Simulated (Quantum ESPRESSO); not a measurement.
Ti3TaRu3Sc, finding a planted mistake in a log

Computed values, not a measurement. The program is pw.x of Quantum ESPRESSO 7.5 (plane-wave density functional theory). The cell is made up: eight metal atoms on a hexagonal close-packed lattice, with elements, volume, strain and displacements drawn at random and not relaxed, so it may be unstable or far from any real phase. PseudoDojo standard norm-conserving files set the functional (PBE unless stated); there is no spin polarisation or spin-orbit coupling, the Fermi-Dirac width of 0.25 eV means electrons at about 2900 K, and the masses in the input are unused placeholders. Heavy elements are run without spin-orbit coupling, which real alloys of them have. A spin test at this wide smearing found no moment, but such smearing suppresses magnetism that the real alloy may have.

Intended input:

```
&control calculation='scf', pseudo_dir='./dojo.nc.sr.pbe.v0_5.standard.upf', outdir='./o', disk_io='minimal', tprnfor=.true., tstress=.true. /
&system ibrav=0, nat=8, ntyp=4, nbnd=72, ecutwfc=84.00895049, nosym=.true., tot_charge=0,
 occupations='smearing', smearing='fd', degauss=0.0183746611
/
&electrons conv_thr=1.470e-08, electron_maxstep=70, mixing_beta=0.5 /
ATOMIC_SPECIES
Ru 1.0 Ru.upf
Sc 1.0 Sc.upf
Ta 1.0 Ta.upf
Ti 1.0 Ti.upf
CELL_PARAMETERS angstrom
2.9873 0.0393 -0.012
0.0681 5.2576 0.0654
-0.0378 0.1193 9.2915
ATOMIC_POSITIONS angstrom
Ti -0.0219 -0.0204 0.0322
Ti -0.0979 0.027 4.6886
Ta 0.0487 1.8603 2.3413
Ru -0.0375 1.742 6.8948
Ru 1.5592 2.6036 -0.0195
Sc 1.5305 2.7263 4.6726
Ti 1.4761 4.4473 2.4402
Ru 1.437 4.4546 7.0848
K_POINTS automatic
8 5 3 1 1 1
```

The log is shortened where brackets say so; the opening notice, blank lines, dates and the lines on written files are dropped, and the path of the files is cut. It prints rydbergs, bohrs and kilobars, and counts compression as positive stress. Its total energy is the free energy E - TS of the whole cell.

Log of the intended run:

```
     Program PWSCF v.7.5
     Parallel version (MPI & OpenMP), running on       4 processor cores
     Number of MPI processes:                 4
     Threads/MPI process:                     1
     [start-up lines left out]
     bravais-lattice index     =            0
     lattice parameter (alat)  =       5.6457  a.u.
     unit-cell volume          =     984.4592 (a.u.)^3
     number of atoms/cell      =            8
     number of atomic types    =            4
     number of electrons       =       108.00
     number of Kohn-Sham states=           72
     kinetic-energy cutoff     =      84.0090  Ry
     charge density cutoff     =     336.0358  Ry
     scf convergence threshold =      1.5E-08
     mixing beta               =       0.5000
     number of iterations used =            8  plain     mixing
     Exchange-correlation= PBE
                           (   1   4   3   4   0   0   0)
     [axes and pseudopotential details left out]
   Cartesian axes
     site n.     atom                  positions (alat units)
         1        Ti     tau(   1) = (  -0.0073303  -0.0068283   0.0107779  )
         2        Ti     tau(   2) = (  -0.0327690   0.0090374   1.5693625  )
         3        Ta     tau(   3) = (   0.0163008   0.6226773   0.7836771  )
         4        Ru     tau(   4) = (  -0.0125520   0.5830801   2.3078190  )
         5        Ru     tau(   5) = (   0.5218935   0.8714738  -0.0065270  )
         6        Sc     tau(   6) = (   0.5122871   0.9125438   1.5640070  )
         7        Ti     tau(   7) = (   0.4940784   1.4885948   0.8167808  )
         8        Ru     tau(   8) = (   0.4809909   1.4910383   2.3714156  )
     number of k points=    60  Fermi-Dirac smearing, width (Ry)=  0.0184
                       cart. coord. in units 2pi/alat
        k(    1) = (   0.0619910   0.0553602   0.0531313), wk =   0.0333333
        k(    2) = (   0.0610946   0.0580388  -0.1612663), wk =   0.0333333
     [further k points left out]
     Dense  grid:   102427 G-vectors     FFT dimensions: (  36,  60, 108)
     Estimated max dynamical RAM per process >     395.37 MB
     Estimated total dynamical RAM >       1.47 GB
     Initial potential from superposition of free atoms
     starting charge     107.9894, renormalised to     108.0000
     Starting wfcs are   80 randomized atomic wfcs
     total cpu time spent up to now is        7.7 secs
     per-process dynamical memory:   308.0 Mb
     Self-consistent Calculation
     iteration #  1     ecut=    84.01 Ry     beta= 0.50
     Davidson diagonalization with overlap
     ethr =  1.00E-02,  avg # of iterations =  2.5
     total cpu time spent up to now is       25.0 secs
     total energy              =   -1181.17365241 Ry
     estimated scf accuracy    <      12.21401034 Ry
     iteration #  2     ecut=    84.01 Ry     beta= 0.50
     Davidson diagonalization with overlap
     ethr =  1.00E-02,  avg # of iterations =  6.0
     total cpu time spent up to now is       50.0 secs
     total energy              =   -1186.24682237 Ry
     estimated scf accuracy    <     169.22182156 Ry
     [iterations 3 to 27 left out]
     iteration # 28     ecut=    84.01 Ry     beta= 0.50
     Davidson diagonalization with overlap
     ethr =  3.70E-11,  avg # of iterations =  1.8
     total cpu time spent up to now is      489.8 secs
     total energy              =   -1189.59963647 Ry
     estimated scf accuracy    <       0.00000007 Ry
     iteration # 29     ecut=    84.01 Ry     beta= 0.50
     Davidson diagonalization with overlap
     ethr =  3.70E-11,  avg # of iterations =  1.0
     total cpu time spent up to now is      503.7 secs
     End of self-consistent calculation
     [lines on levels left out]
!    total energy              =   -1189.59963647 Ry
     estimated scf accuracy    <          9.7E-09 Ry
     smearing contrib. (-TS)   =      -0.17694539 Ry
     internal energy E=F+TS    =   -1189.42269108 Ry
     The total energy is F=E-TS. E is the sum of the following terms:
     one-electron contribution =    -378.87302286 Ry
     hartree contribution      =     233.94740467 Ry
     xc contribution           =    -199.93861225 Ry
     ewald contribution        =    -844.55846064 Ry
     convergence has been achieved in  29 iterations
     Forces acting on atoms (cartesian axes, Ry/au):
     atom    1 type  4   force =    -0.00525005   -0.01046095   -0.06741670
     atom    2 type  4   force =    -0.00027408    0.02359203    0.04282532
     atom    3 type  3   force =    -0.00006296   -0.00871770   -0.06469690
     atom    4 type  1   force =     0.00272811   -0.00947926    0.04202086
     atom    5 type  1   force =    -0.00359885   -0.00263633   -0.00893305
     atom    6 type  2   force =    -0.00512719   -0.01444575    0.06193036
     atom    7 type  4   force =     0.00752392    0.01269067   -0.01234682
     atom    8 type  1   force =     0.00406109    0.00945728    0.00661694
     Total force =     0.133743     Total SCF correction =     0.000256
     Computing stress (Cartesian axis) and pressure
          total   stress  (Ry/bohr**3)                   (kbar)     P=     -125.99
  -0.00073517  -0.00004888   0.00000594         -108.15       -7.19        0.87
  -0.00004888  -0.00097077   0.00000601           -7.19     -142.81        0.88
   0.00000594   0.00000601  -0.00086341            0.87        0.88     -127.01
     init_run     :      7.00s CPU      7.33s WALL (       1 calls)
     electrons    :    485.35s CPU    496.00s WALL (       1 calls)
     forces       :      2.81s CPU      2.81s WALL (       1 calls)
     stress       :      9.69s CPU      9.69s WALL (       1 calls)
     [timing details left out]
     PWSCF        :   8m25.25s CPU   8m36.26s WALL
     JOB DONE.
```

A second run was made from an input with one planted mistake. Its log:

```
     Program PWSCF v.7.5
     Parallel version (MPI & OpenMP), running on       4 processor cores
     Number of MPI processes:                 4
     Threads/MPI process:                     1
     [start-up lines left out]
     bravais-lattice index     =            0
     lattice parameter (alat)  =       5.6457  a.u.
     unit-cell volume          =     984.4592 (a.u.)^3
     number of atoms/cell      =            8
     number of atomic types    =            4
     number of electrons       =       114.00
     number of Kohn-Sham states=           75
     kinetic-energy cutoff     =      84.0090  Ry
     charge density cutoff     =     336.0358  Ry
     scf convergence threshold =      1.5E-08
     mixing beta               =       0.5000
     number of iterations used =            8  plain     mixing
     Exchange-correlation= PBE
                           (   1   4   3   4   0   0   0)
     [axes and pseudopotential details left out]
   Cartesian axes
     site n.     atom                  positions (alat units)
         1        Ti     tau(   1) = (  -0.0073303  -0.0068283   0.0107779  )
         2        Ti     tau(   2) = (  -0.0327690   0.0090374   1.5693625  )
         3        Ag     tau(   3) = (   0.0163008   0.6226773   0.7836771  )
         4        Ru     tau(   4) = (  -0.0125520   0.5830801   2.3078190  )
         5        Ru     tau(   5) = (   0.5218935   0.8714738  -0.0065270  )
         6        Sc     tau(   6) = (   0.5122871   0.9125438   1.5640070  )
         7        Ti     tau(   7) = (   0.4940784   1.4885948   0.8167808  )
         8        Ru     tau(   8) = (   0.4809909   1.4910383   2.3714156  )
     number of k points=    60  Fermi-Dirac smearing, width (Ry)=  0.0184
                       cart. coord. in units 2pi/alat
        k(    1) = (   0.0619910   0.0553602   0.0531313), wk =   0.0333333
        k(    2) = (   0.0610946   0.0580388  -0.1612663), wk =   0.0333333
     [further k points left out]
     Dense  grid:   102427 G-vectors     FFT dimensions: (  36,  60, 108)
     Estimated max dynamical RAM per process >     396.18 MB
     Estimated total dynamical RAM >       1.47 GB
     Initial potential from superposition of free atoms
     starting charge     113.9898, renormalised to     114.0000
     Starting wfcs are   80 randomized atomic wfcs
     total cpu time spent up to now is        5.0 secs
     per-process dynamical memory:   323.1 Mb
     Self-consistent Calculation
     iteration #  1     ecut=    84.01 Ry     beta= 0.50
     Davidson diagonalization with overlap
     ethr =  1.00E-02,  avg # of iterations =  2.8
     total cpu time spent up to now is       15.9 secs
     total energy              =   -1363.34844192 Ry
     estimated scf accuracy    <       9.08047167 Ry
     iteration #  2     ecut=    84.01 Ry     beta= 0.50
     Davidson diagonalization with overlap
     ethr =  7.97E-03,  avg # of iterations =  4.8
     total cpu time spent up to now is       29.1 secs
     total energy              =   -1366.73670264 Ry
     estimated scf accuracy    <     102.18031378 Ry
     [iterations 3 to 25 left out]
     iteration # 26     ecut=    84.01 Ry     beta= 0.50
     Davidson diagonalization with overlap
     ethr =  1.88E-10,  avg # of iterations =  1.0
     total cpu time spent up to now is      243.3 secs
     total energy              =   -1369.41397680 Ry
     estimated scf accuracy    <       0.00000016 Ry
     iteration # 27     ecut=    84.01 Ry     beta= 0.50
     Davidson diagonalization with overlap
     ethr =  1.39E-10,  avg # of iterations =  1.0
     total cpu time spent up to now is      251.2 secs
     End of self-consistent calculation
     [lines on levels left out]
!    total energy              =   -1369.41397681 Ry
     estimated scf accuracy    <          3.6E-09 Ry
     smearing contrib. (-TS)   =      -0.17854367 Ry
     internal energy E=F+TS    =   -1369.23543314 Ry
     The total energy is F=E-TS. E is the sum of the following terms:
     one-electron contribution =    -492.79875671 Ry
     hartree contribution      =     294.04643906 Ry
     xc contribution           =    -216.61090604 Ry
     ewald contribution        =    -953.87220945 Ry
     convergence has been achieved in  27 iterations
     Forces acting on atoms (cartesian axes, Ry/au):
     atom    1 type  4   force =    -0.00370664    0.00130199   -0.05981090
     atom    2 type  4   force =     0.00310354    0.00700076    0.05428292
     atom    3 type  1   force =    -0.00146515   -0.01622081   -0.01521154
     atom    4 type  2   force =     0.00224828   -0.00476760    0.03227133
     atom    5 type  2   force =    -0.00507826    0.01288932   -0.04002694
     atom    6 type  3   force =    -0.00415825   -0.01230565    0.05240075
     atom    7 type  4   force =     0.00526773    0.00808842   -0.03499044
     atom    8 type  2   force =     0.00378875    0.00401355    0.01108482
     Total force =     0.119764     Total SCF correction =     0.000311
     Computing stress (Cartesian axis) and pressure
          total   stress  (Ry/bohr**3)                   (kbar)     P=     -130.44
  -0.00075778  -0.00006966   0.00001675         -111.47      -10.25        2.46
  -0.00006966  -0.00099714  -0.00014027          -10.25     -146.68      -20.63
   0.00001675  -0.00014027  -0.00090525            2.46      -20.63     -133.17
     init_run     :      4.68s CPU      4.88s WALL (       1 calls)
     electrons    :    239.86s CPU    246.26s WALL (       1 calls)
     forces       :      1.61s CPU      1.62s WALL (       1 calls)
     stress       :      5.30s CPU      5.30s WALL (       1 calls)
     [timing details left out]
     PWSCF        :   4m11.53s CPU   4m18.19s WALL
     JOB DONE.
```

Question: the log repeats what the program read. Compare it with the intended run: what was wrong in the second input?

Answer: one atom is of a wrong element. The input lines that differ:

```
- &system ibrav=0, nat=8, ntyp=4, nbnd=72, ecutwfc=84.00895049, nosym=.true., tot_charge=0,
+ &system ibrav=0, nat=8, ntyp=4, nbnd=75, ecutwfc=84.00895049, nosym=.true., tot_charge=0,
+ Ag 1.0 Ag.upf
- Ta 1.0 Ta.upf
- Ta 0.0487 1.8603 2.3413
+ Ag 0.0487 1.8603 2.3413
```

|  | intended run | run with the mistake |
| --- | --- | --- |
| free energy (eV) | -16185.328 | -18631.826 |
| entropy term -TS, part of it (eV) | -2.407 | -2.429 |
| pressure (GPa) | -12.60 | -13.04 |
| size of the largest force component (eV/Å) | 1.733 | 1.538 |
| largest change of a force component (eV/Å) |  | 1.272 |
| iterations | 29 | 27 |

For scale, a rerun of the intended cell at a higher cutoff and on a denser mesh moved values by no more than 0.002 eV in energy, 0.03 GPa in stress and 0.006 eV/Å in force, and a second program with other atomic files agreed on that cell to 2 % rms in force and 0.5 GPa in pressure. Files of another functional or element have another zero of energy, so the energy change says nothing on stability. The number of bands, nbnd, was set by rule from the electron count, so it follows the mistake.